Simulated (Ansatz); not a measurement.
Starting cell, MoSi2 (MoSi2 type, space group I4/mmm):

```xyz
6
Lattice="-3.2170 3.2170 7.8732 0.0000 0.0000 7.8732 1.6085 1.6085 -3.9366" Properties=species:S:1:pos:R:3 pbc="T T T"
Mo     0.0000     0.0000     0.0000
Mo    -1.6085     1.6085    11.8098
Si     0.0000     0.0000     2.6384
Si    -1.6085     1.6085     6.5750
Si     0.0000     0.0000     5.2348
Si    -1.6085     1.6085     9.1714
```

The atoms are displaced by Q × the pattern below (from a DFPT mode at X = (0.5, 0.5, 0.0), largest move 1; Q in Å), at fixed cell. (q is in reciprocal vectors of the primitive cell; the cell shown is doubled to hold the pattern.)

```tsv
atom	x	y	z
Mo1	0.105	-0.105	0.000
Mo2	-0.105	0.105	0.000
Si3	0.707	-0.707	0.000
Si4	-0.707	0.707	0.000
Si5	0.707	-0.707	0.000
Si6	-0.707	0.707	0.000
```

Level of theory: PBE (plane waves to 420 eV, PAW, scalar-relativistic; Ansatz, an electronic-structure program). k mesh 20×20×20 (Γ-centred), Fermi-Dirac smearing 0.05 eV. Energies are smeared free energies. With partly filled bands, energies and forces of such displacements shift with the k mesh and the smearing. MoSi2 is run without spin polarisation. MoSi2 was relaxed with its symmetry unable to fall. The PAW data are Ansatz's earlier set. ΔE is measured from the undisplaced structure. The last digit holds for this mesh only.

```
Q (Å)    ΔE (meV/cell)
-------  -------------
-0.2800         2685.7
-0.2333         1789.7
-0.1867       withheld
-0.1400          605.2
-0.0933          263.5
-0.0467           65.1
0.0000             0.0
0.0467            65.1
0.0933           263.5
0.1400           605.2
0.1867        withheld
0.2333          1789.7
0.2800          2685.7
```

Question: Fit an even polynomial form (powers 2, 4) to the given rows and predict ΔE at Q = -0.1867.

Answer: Least squares on the 11 given rows: ΔE = (29760)·Q² + (57390)·Q⁴, in meV/cell with Q in Å; root-mean-square residual 0.14 meV/cell. At -0.1867 the fit gives 1107.1 meV/cell; the calculation gives 1106.3 meV/cell, so the interpolation is off by 0.8 (+0.1 %). The quadratic term alone would give 1037.3 meV/cell.

(A displaced cell: forces are minus the slopes of the energy, force constants its curvatures, and phonons follow from these.)
